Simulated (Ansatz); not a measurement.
Mo (bcc, W type)

```yaml
crystal:
  lattice:
    - [-3.16074, 3.16074, 3.16074]
    - [1.58037, -1.58037, 1.58037]
    - [1.58037, 1.58037, -1.58037]
  atoms:
    - { symbol: Mo, position: [0.00000, 0.00000, 0.00000] }
    - { symbol: Mo, position: [0.50000, 0.00000, 0.00000] }
```

The atoms are displaced by Q × the pattern below (from a DFPT mode at N = (0.5, 0.0, 0.0), largest move 1; Q in Å), at fixed cell. (q is in reciprocal vectors of the primitive cell; the cell shown is doubled to hold the pattern.)

```csv
atom,x,y,z
Mo1,1.000,0.000,0.000
Mo2,-1.000,0.000,0.000
```

Method: PBE (plane waves to 420 eV, PAW, scalar-relativistic; Ansatz, an electronic-structure program). k mesh 21×21×21 (Γ-centred), Fermi-Dirac smearing 0.05 eV. E stands for the smeared free energy. With partly filled bands, energies and forces of such displacements shift with the k mesh and the smearing. Mo is run without spin polarisation. Mo was relaxed with its symmetry unable to fall. ΔE is measured from the undisplaced structure.

The scan covers Q from -0.180 to 0.180 Å in 13 points.

**Question.** Which space group does the distorted structure have?

**Answer.** Cmcm (No. 63), lowered from Im-3m.

**Question.** What is the energy change at Q = 0.180 Å?

**Answer.** 279 meV/cell.

**Question.** What harmonic wavenumber does the curvature at Q = 0 give?

**Answer.** 136 cm⁻¹.

(For displaced atoms, the force is minus the slope of the energy, and its curvature is a force constant, which sets phonon frequencies.)
